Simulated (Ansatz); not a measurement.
SnF2:
```xyz
12
Lattice="5.0578 0.0000 0.0000 0.0000 5.0578 0.0000 0.0000 0.0000 8.5957" Properties=species:S:1:pos:R:3 pbc="T T T"
Sn     0.0106     0.0106     4.2979
Sn     2.5183     2.5395     6.4468
Sn     5.0472     5.0472     0.0000
Sn     2.5395     2.5183     2.1489
F      3.6442     4.3756     2.9506
F      3.2112     1.1153     5.0995
F      1.4136     0.6823     7.2485
F      1.8466     3.9426     0.8017
F      1.1153     3.2112     3.4962
F      0.6823     1.4136     1.3473
F      3.9426     1.8466     7.7941
F      4.3756     3.6442     5.6452
```

Relaxed with r²SCAN.

**Question.** Give the Bader charges and basin volumes of the independent atoms, r²SCAN (plane waves, PAW; program Ansatz).

**Answer.** 

| atom | Bader charge (e) | Bader volume (Å³) |
|---|---|---|
| Sn1 | +1.61 | 23.7 |
| F5 | -0.80 | 15.6 |

Space group P4_12_12. The workflow started from a Materials Project entry (that database holds measured and hypothetical structures alike); the Crystallography Open Database copy checked does not list it. COD files the formula under space group No. 15, 19. Its standing as an ambient phase is unchecked. Symmetry was held in the r²SCAN relaxation; whether a distortion lowers the energy is not shown. Scalar-relativistic: spin–orbit coupling is off unless named, which matters more the heavier the elements.

Potentials: the later of the program's two PAW sets.
